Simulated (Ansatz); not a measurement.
Q: Each is relaxed and computed with r²SCAN in the plane-wave PAW code Ansatz. Which is the only metal?
(A) Cs2KScF6, Fm-3m (K on 4b, Cs on 8c, Sc on 4a, F on 24e)
(B) ScTlTe2, R-3m (Sc on 3a, Tl on 3b, Te on 6c)
(C) CaZnC2O6, R-3 (Ca on 3a, Zn on 3b, C on 6c, O on 18f)
(D) Sc3SnC, anti-perovskite

A: D, Sc3SnC, anti-perovskite. Sc3SnC: metal; CaZnC2O6: gap 4.80 eV (indirect); Cs2KScF6: gap 7.90 eV (direct); ScTlTe2: gap 0.30 eV (indirect). Standing as an ambient phase not checked: Sc3SnC, anti-perovskite; CaZnC2O6, R-3 (Ca on 3a, Zn on 3b, C on 6c, O on 18f); Cs2KScF6, Fm-3m (K on 4b, Cs on 8c, Sc on 4a, F on 24e); ScTlTe2, R-3m (Sc on 3a, Tl on 3b, Te on 6c). All cells were relaxed under the symmetry of their starts (and spin orders); stability against distortions was not tested throughout. Rows with no word on spin ran without spin polarisation. Scalar-relativistic: spin–orbit coupling is off unless named, which matters more the heavier the elements.

Potentials: the later of the program's two PAW sets.
